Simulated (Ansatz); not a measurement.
YSi$_{2}$Pt$_{2}$ in space group I4/mmm (No. 139; Y on 2a, Si on 4e, Pt on 4d), LDA (plane waves, PAW; program Ansatz), all energies at zero smearing, with the estimated change up to a 700 eV cutoff added, with one set of potentials and settings (totals compare only within such a set). Cell of 5 atoms (1 Y, 2 Si, 2 Pt): -29458.326 eV.

```json
[
 {"element": "Y", "reference phase": "P6_3/mmc, 2 atoms in the cell", "E (eV/atom)": "-3745.5584"},
 {"element": "Si", "reference phase": "Fd-3m, 2 atoms in the cell", "E (eV/atom)": "-608.6481"},
 {"element": "Pt", "reference phase": "Fm-3m, 1 atoms in the cell", "E (eV/atom)": "-12244.9860"}
]
```

Formation energy per atom, worked out: (-29458.326 − 1×(-3745.5584) − 2×(-608.6481) − 2×(-12244.9860))/5 = -1.100 eV/atom (-106 kJ per mol of atoms), at 0 K, without zero-point energy or fitted corrections.

The workflow started from an entry of the Crystallography Open Database (COD). Its standing as an ambient phase is unchecked. The LDA relaxation kept the symmetry of its start; of distortions, only those at the zone centre were tested. No spin polarisation was allowed. The references are the lowest solids computed at this level, not always the standard phases. Spin–orbit coupling is left out wherever it is not named.

Potentials: the later of the program's two PAW sets.
